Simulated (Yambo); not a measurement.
BSE-type run in Yambo on BeZn₃O₄ (space group I-42m, No. 121), at zero momentum.

Quantum ESPRESSO step (PBEsol, PseudoDojo standard norm-conserving files, scalar-relativistic):
```
&CONTROL
  calculation = 'nscf'
  pseudo_dir = './pseudo'
  outdir = './out'
/
&SYSTEM
  ibrav = 0
  nat = 8
  ntyp = 3
  ecutwfc = 88.0
  ecutrho = 352.0
  occupations = 'fixed'
  force_symmorphic = .true.
  nbnd = 80
/
&ELECTRONS
  conv_thr = 8e-09
  diago_full_acc = .true.
  diago_thr_init = 1e-08
/
ATOMIC_SPECIES
Be 9.0122 Be.upf
O 15.9990 O.upf
Zn 65.3800 Zn.upf
CELL_PARAMETERS angstrom
 -2.213835000000   2.213835000000   4.395990000000
  2.213835000000  -2.213835000000   4.395990000000
  2.213835000000   2.213835000000  -4.395990000000
ATOMIC_POSITIONS crystal
Be   0.000000000000   0.000000000000   0.000000000000
O   0.670600000000   0.670600000000   0.563380000000
O   0.329400000000   0.892780000000   0.000000000000
O   0.107220000000   0.107220000000   0.436620000000
O   0.892780000000   0.329400000000   0.000000000000
Zn   0.500000000000   0.500000000000   0.000000000000
Zn   0.250000000000   0.750000000000   0.500000000000
Zn   0.750000000000   0.250000000000   0.500000000000
K_POINTS automatic
6 6 6 0 0 0
```

Yambo input:
```
rim_cut
optics
bse
bss
dipoles
em1s
RandQpts= 1000000
RandGvec= 1 Ry
FFTGvecs= 40 Ry
Chimod= "HARTREE"
BSKmod= "SEX"
BSEmod= "resonant"
BSSmod= "hs"
BSENGexx= 15 Ry
BSENGBlk= 3 Ry
% KfnQP_E
 1.597 | 1.0 | 1.0 |
%
% BSEQptR
 1 | 1 |
%
% BSEBands
 27 | 46 |
%
% BEnRange
 0.0 | 8.7 | eV
%
% BDmRange
 0.15 | 0.15 | eV
%
BEnSteps= 174
% BLongDir
 0.0 | 0.0 | 1.0 |
%
BSHayTrs= -0.02
BSSNEig= 24
WRbsWF
% BndsRnXs
 14 | 75 |
%
NGsBlkXs= 3 Ry
% LongDrXs
 1.0 | 1.0 | 1.0 |
%
```

From the report:

The dimension is k points × valence × conduction bands = 216 × 18 × 2 = 7776.
```
  [SLEPC] Approach                          : Krylov-Schur
  [SLEPC] Number of requested eigenvalues   :  24
  [SLEPC] Number of eigenvalues        [NEV]:  24
   [K] Dimension                                    :   7776
   [K] Bands                                        :   27   46
   [K] Exchange res                                 : yes
   [K] Correlation res                              : yes
   [K] W interaction is bare                        : no
   [K] RL vectors exchange                          :   591
   [K] RL vectors correlation                       :   69
   [W] Matrix size                                  :   69
   [W] Bands                                        :   14   75
   [W] Coulomb Cutoff                               : none
   [W] Hxc Kernel                                   : HARTREE
```

Geometry of the Materials Project entry, not relaxed at this level.

The structure is a Materials Project entry; no match was found in the copy of COD used, and its stability was not checked.

With a shallow 3d shell G0W0 needs far more bands and larger blocks than here, so the scissor is uncertain by tenths of an eV or more.
